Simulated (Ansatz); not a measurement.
A free-standing chair-type functionalised monolayer of SnH, relaxed with r2SCAN. In-plane lattice: a = 4.659 Å, b = 4.659 Å, γ = 120.0°; thickness between the outer nuclei 4.27 Å. Around Sn lie 1 H at 1.72 Å and 3 Sn at 2.81 Å; around H lie 1 Sn at 1.72 Å.

```xyz
4
Lattice="4.6586 0.0000 0.0000 -2.3293 4.0345 0.0000 0.0000 0.0000 32.3669" Properties=species:S:1:pos:R:3 pbc="T T F"
Sn    0.0000    2.6897   10.4132
Sn    2.3293    1.3448    9.5868
H     0.0000    2.6897   12.1351
H     2.3293    1.3448    7.8649
```
Periodic in the plane only; c spans the vacuum.

The questions ask for values computed with Ansatz on this geometry. The cell comes from a prototype generator: it can be a known phase or a hypothetical one. Spin polarisation is off.

Given (6×6×1 mesh): With PBE the gap is 0.57 eV and direct, at Γ.

(1) Estimate the gap with LDA on 6×6×1.

(2) Estimate the gap with r2SCAN on 6×6×1.

(3) How does the gap change from PBE to r2SCANh (6×6×1)?

(4) How does the gap change from PBE to PBE0 (6×6×1)?

(5) Order these levels by the gap that they give, smallest first.
A. r2SCANh
B. PBE
C. r2SCAN
D. LDA
E. HSE06
F. PBE0
G. LC-ωPBE

(6) Roughly how does the cost of the LDA run (6×6×1) compare with r2SCAN's (6×6×1)?

Answers

(1) LDA gives a direct gap of 0.45 eV at Γ. The gap differs by -0.12 eV from PBE's.

(2) r2SCAN gives a direct gap of 0.82 eV at Γ. The gap differs by +0.25 eV from PBE's.

(3) With r2SCANh the gap is 1.21 eV and direct, at Γ. The gap differs by +0.64 eV from PBE's.

(4) With PBE0 the gap is 1.72 eV and direct, at Γ. The gap differs by +1.15 eV from PBE's.

(5) D (0.45 eV), B (0.57 eV), C (0.82 eV), E (1.14 eV), A (1.21 eV), F (1.72 eV), G (5.18 eV).

(6) About 0.3 times as much (8 core-seconds against 26 core-seconds, on 4 threads of Arm Neoverse V2, with other jobs on the host).

No spin-orbit coupling is included; it can move band edges with weight on the heavy atoms by tenths of an eV.
